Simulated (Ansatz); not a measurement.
Input file for Ansatz (an electronic-structure program):

Ansatz 0.2 input:
```yaml
crystal:
  lattice:
    - [6.1271181073, 1.5194828327, 0.0]
    - [-6.1271181073, 1.5194828327, 0.0]
    - [-1.3860150786, 0.0, 5.6400496059]
  atoms:
    - { symbol: Ga, position: [0.3412887582, 0.6587112418, 0.6855379243] }
    - { symbol: Ga, position: [0.6587112418, 0.3412887582, 0.3144620757] }
    - { symbol: Ga, position: [0.9094845287, 0.0905154713, 0.2051948492] }
    - { symbol: Ga, position: [0.0905154713, 0.9094845287, 0.7948051508] }
    - { symbol: O, position: [0.5037481445, 0.4962518555, 0.7438038052] }
    - { symbol: O, position: [0.4962518555, 0.5037481445, 0.2561961948] }
    - { symbol: O, position: [0.8266733677, 0.1733266323, 0.436482837] }
    - { symbol: O, position: [0.1733266323, 0.8266733677, 0.563517163] }
    - { symbol: O, position: [0.1641978224, 0.8358021776, 0.1091258337] }
    - { symbol: O, position: [0.8358021776, 0.1641978224, 0.8908741663] }
kpoints:
  mp_grid: { grid: [6, 6, 3] }
hamiltonian:
  xc: hse06
  pseudopotentials: { azcp: { folder: ./paw }, kind: paw }
scf:
  n_extra_bands: 10
  occupations: { method: fixed }
output:
  eigenvalues: true
  eigenstates:
    e_range: [-9.0, 12.6]
    kpoints:
      - [0.447917, 0.458333, -0.5]  # VBM
      - [0.0, 0.0, 0.0]  # CBM
      - [0.0, 0.0, 0.0]  # GAMMA
      - [-0.5, 0.5, 0.0]  # Y_2
      - [0.0, 0.0, 0.5]  # A
      - [-0.5, 0.5, 0.5]  # M_2
      - [0.0, 0.5, 0.0]  # V_2
      - [0.0, 0.5, 0.5]  # L_2
      - [0.2663036563, 0.2663036563, 0.0]  # C
      - [-0.2663036563, 0.7336963437, 0.0]  # C_2
      - [-0.2580943311, 0.7419056689, 0.5]  # D
      - [0.2580943311, 0.2580943311, 0.5]  # D_2
```

Output (shortened):

```
basis.fft_grid_basis auto: the FFT boxes are laid along the combinations [[1, 1, 0], [0, 1, 0], [0, 0, 1]] of the cell's own vectors, 3.039, 6.313 and 5.808 Å …
Pseudopotential: Ga, paw, valence charge 13
Pseudopotential: O, paw, valence charge 6
Functional definition: HSE06
davidson cushion auto → on  (no smearing: the cushion is to keep the highest requested band from converging to the state above it …
Crystal: 10 atoms, lattice volume = 105.018 Å³
Basis set: ecut = 420 eV, 2041 PW (Γ), FFT grids on a1+a2, a2, a3
Bands: 54, of which v1, the nominal top of the filled ones, is band 44 counted from 1 (43 counted from 0)
Symmetry: 4 space group operations
Space group: C2/m (ITA 12), of the structure as read, at distance tolerance 4.7e-5 Å
k-points: 34 of 108
SCF iter   1: F=—  HF=-18542.453915 eV  |F-HF|=—  |Δ(HF+E_count)|=         —  Δρ=1.24e-1  dr2=7.85e0  ethr=1.00e-1  ⟨swp⟩=4.2  Hψ=5502  notcnv=0
preconditioner: auto → none
SCF iter   2: F=—  HF=-18540.305971 eV  |F-HF|=—  |Δ(HF+E_count)|=    2.15e0  Δρ=4.63e-2  dr2=8.55e-1  ethr=8.92e-3  ⟨swp⟩=3.6  Hψ=4919  notcnv=0  defer=4
SCF iter   3: F=—  HF=-18540.127295 eV  |F-HF|=—  |Δ(HF+E_count)|=   1.79e-1  Δρ=1.87e-2  dr2=2.61e-1  ethr=9.72e-4  ⟨swp⟩=3.6  Hψ=5334  notcnv=0  defer=1
SCF iter   4: F=—  HF=-18540.092669 eV  |F-HF|=—  |Δ(HF+E_count)|=   3.46e-2  Δρ=9.21e-3  dr2=7.22e-2  ethr=2.96e-4  ⟨swp⟩=3.0  Hψ=4872  notcnv=0  defer=1
iter 5 solved again at ethr=2.54e-6 eV; its pass at ethr=8.20e-5 eV (dr2=2.23e-3 eV) is discarded
SCF iter   5: F=—  HF=-18540.075280 eV  |F-HF|=—  |Δ(HF+E_count)|=   1.74e-2  Δρ=2.18e-3  dr2=2.38e-3  ethr=2.54e-6  ⟨swp⟩=4.0  Hψ=10170  notcnv=0  defer=1
SCF iter   6: F=—  HF=-18540.076454 eV  |F-HF|=—  |Δ(HF+E_count)|=   1.17e-3  Δρ=1.01e-3  dr2=7.70e-4  ethr=2.54e-6  ⟨swp⟩=3.0  Hψ=4693  notcnv=0  defer=1
SCF iter   7: F=-18540.076819 eV  HF=-18540.076817 eV  |F-HF|=1.97e-6  |Δ(HF+E_count)|=   3.63e-4  Δρ=1.41e-4  dr2=9.65e-6  ethr=8.75e-7  ⟨swp⟩=3.0  Hψ=4873  notcnv=0  defer=1
SCF 1 stopped early in 7 iterations: F = -18540.076819 eV  dr2 = 9.65e-6
Crystal: 10 atoms, lattice volume = 105.018 Å³
Exchange kernel: α = 0.2500, screened, ω = 0.2079 Å⁻¹, Wigner–Seitz truncation, v(0) = 1043.5386 eV·Å³, q-mesh 6×6×3, nearest image of the exchange supercell L …
Frozen-core exchange: fock
SCF iter   1: F=—  HF=-18541.468182 eV  |F-HF|=—  |Δ(HF+E_count)|=         —  Δρ=1.81e-2  dr2=1.44e-1  ethr=1.10e-7  ⟨swp⟩=9.1  Hψ=12171  notcnv=0
preconditioner: auto → none
SCF iter   2: F=—  HF=-18541.409599 eV  |F-HF|=—  |Δ(HF+E_count)|=   5.86e-2  Δρ=3.41e-3  dr2=1.41e-2  ethr=1.10e-7  ⟨swp⟩=5.3  Hψ=8732  notcnv=0
SCF iter   3: F=—  HF=-18541.454100 eV  |F-HF|=—  |Δ(HF+E_count)|=   4.45e-2  Δρ=2.96e-3  dr2=4.63e-3  ethr=1.10e-7  ⟨swp⟩=5.8  Hψ=9052  notcnv=0
SCF iter   4: F=—  HF=-18541.452589 eV  |F-HF|=—  |Δ(HF+E_count)|=   1.51e-3  Δρ=3.67e-4  dr2=1.58e-4  ethr=1.10e-7  ⟨swp⟩=4.0  Hψ=7455  notcnv=0
SCF iter   5: F=—  HF=-18541.453125 eV  |F-HF|=—  |Δ(HF+E_count)|=   5.36e-4  Δρ=3.43e-4  dr2=8.58e-5  ethr=1.10e-7  ⟨swp⟩=4.5  Hψ=6156  notcnv=0
SCF iter   6: F=-18541.453109 eV  HF=-18541.453123 eV  |F-HF|=1.41e-5  |Δ(HF+E_count)|=   2.01e-6  Δρ=1.51e-4  dr2=2.00e-5  ethr=9.49e-8  ⟨swp⟩=3.1  Hψ=4950  notcnv=0
SCF 2 stopped early in 6 iterations: F = -18541.453109 eV  dr2 = 2.00e-5
hybrid outer 1: dexx = +4.820e-2 eV, tail = 2.68e-4 eV
Crystal: 10 atoms, lattice volume = 105.018 Å³
Exchange kernel: α = 0.2500, screened, ω = 0.2079 Å⁻¹, Wigner–Seitz truncation, v(0) = 1043.5386 eV·Å³, q-mesh 6×6×3, nearest image of the exchange supercell L …
Frozen-core exchange: fock
SCF iter   1: F=—  HF=-18541.451527 eV  |F-HF|=—  |Δ(HF+E_count)|=         —  Δρ=8.44e-5  dr2=7.42e-6  ethr=1.52e-6  ⟨swp⟩=3.4  Hψ=4400  notcnv=0
preconditioner: auto → none
iter 2 solved again at ethr=6.26e-10 eV; its pass at ethr=7.48e-9 eV (dr2=5.51e-7 eV) is discarded
SCF iter   2: F=—  HF=-18541.451537 eV  |F-HF|=—  |Δ(HF+E_count)|=   1.07e-5  Δρ=2.87e-5  dr2=8.05e-7  ethr=6.26e-10  ⟨swp⟩=2.5  Hψ=11628  notcnv=0  defer=6
SCF iter   3: F=-18541.451537 eV  HF=-18541.451537 eV  |F-HF|=1.86e-8  |Δ(HF+E_count)|=   1.30e-7  Δρ=1.08e-5  dr2=8.72e-8  ethr=6.26e-10  ⟨swp⟩=3.3  Hψ=5360  notcnv=0
SCF 3 converged in 3 iterations: F = -18541.451537 eV  dr2 = 8.72e-8
hybrid outer 2: dexx = +4.373e-6 eV, tail = 3.32e-7 eV, Δε = 4.15e-3 eV (about 1.79e-4 eV left of the loop's levels)
the search or the solves at the SCF's close seem to have found levels that the self-consistency loop had missed (the run counts 1) …
NSCF: frozen V_eff on 12 k-points
hybrid SCF converged: 2 outer / 9 inner (+7 warm-up), last move |dexx| = 4.37e-6 eV, tail = 3.32e-7 eV
Stability not checked (fock_operator)
Free energy (F): -18541.451536 eV
Frozen-core exchange: fock
Harris-Foulkes:  -18541.451536 eV  (|F-HF|=1.86e-8)
Internal energy: -18541.451536 eV  (E = F + TS)
E sigma→0 (E₀):  -18541.451536 eV
Fermi energy:    6.796333 eV
--- Per-component energies (eV) ---
  E_band       = -305.331041
  E_kinetic    = 1467.428407
  E_local      = -7010.195382  (includes V_loc(G=0)·N_el)
  E_nonlocal   = -36.132252
  E_hartree    = 4118.842219
  E_xc         = -543.811266
  E_vxc        = -610.660932  (∫ρ·V_xc dr)
  E_exx        = -311.666560  (= α·E_x^exact, valence–valence)
  E_paw        = -8816.532446  (= ΣΔE_a)
  E_vpaw       = -1730.121346  (= ΣTr[D̂ρ^β])
  E_aug_tail   = 0.003586  (compensation charges beyond the density's cutoff)
  E_ewald      = -7409.676887
  E_core_change = 0.289044  (= ΣΔE_core)
  E_smearing   =  0.000000  (= −TS)
  E_closure    =  0.000000  (closes the sum)
  Σ components = -18541.451536   (vs F -18541.451536, Δ=3.64e-12)
  [band-id]    e_kinetic+e_local+e_nonlocal+2·e_hartree+e_vxc+2·e_exx+e_vpaw+e_augmentation_tail = -305.326601   (vs E_band -305.331041, Δ=4.44e-3)
--- Band table (eV; the first three rows and the last of 34) ---
  k-point 0: bands = ["-13.5890", "-12.4277", "-12.4118", "-12.3006", "-11.7914", "-11.7844", "-7.9418", "-7.8922", "-7.8880", "-7.8053", "-7.7729", "-7.7513", "-7.7081", "-7.6942", "-7.6395", "-7.5264", "-7.5206", "-7.5199", "-7.4886", "-7.4635", "-7.4554", …
  k-point 1: bands = ["-13.4079", "-12.7105", "-12.4184", "-12.1943", "-11.8873", "-11.7409", "-7.9112", "-7.8961", "-7.8912", "-7.8276", "-7.7972", "-7.7538", "-7.7418", "-7.7259", "-7.6372", "-7.5439", "-7.5417", "-7.5299", "-7.5151", "-7.4810", "-7.4612", …
  k-point 2: bands = ["-13.3729", "-12.4030", "-12.3501", "-12.1767", "-11.8109", "-11.8025", "-7.9069", "-7.8826", "-7.8403", "-7.7970", "-7.7874", "-7.7589", "-7.6554", "-7.6411", "-7.6128", "-7.5960", "-7.5681", "-7.5240", "-7.5058", "-7.4600", "-7.4548", …
  k-point 33: bands = ["-13.2043", "-12.8410", "-12.5229", "-12.1622", "-11.9694", "-11.7050", "-7.9358", "-7.9023", "-7.8968", "-7.8741", "-7.8005", "-7.7694", "-7.7515", "-7.7212", "-7.6937", "-7.6372", "-7.5431", "-7.5418", "-7.5321", "-7.5131", "-7.4576", …
```

Cost: around 19 core-minutes (rough) on shared cores.

The points marked VBM and CBM come from a semilocal run.

Symmetry was held in the r²SCAN relaxation. Scalar-relativistic: spin–orbit coupling is off unless named, which matters more the heavier the elements.

Potentials: the earlier of the program's two PAW sets. The files were generated under PBE; for other functionals the program regenerates the frozen cores, and for LDA and PBEsol the local potential too.

Ansatz is a plane-wave DFT program.
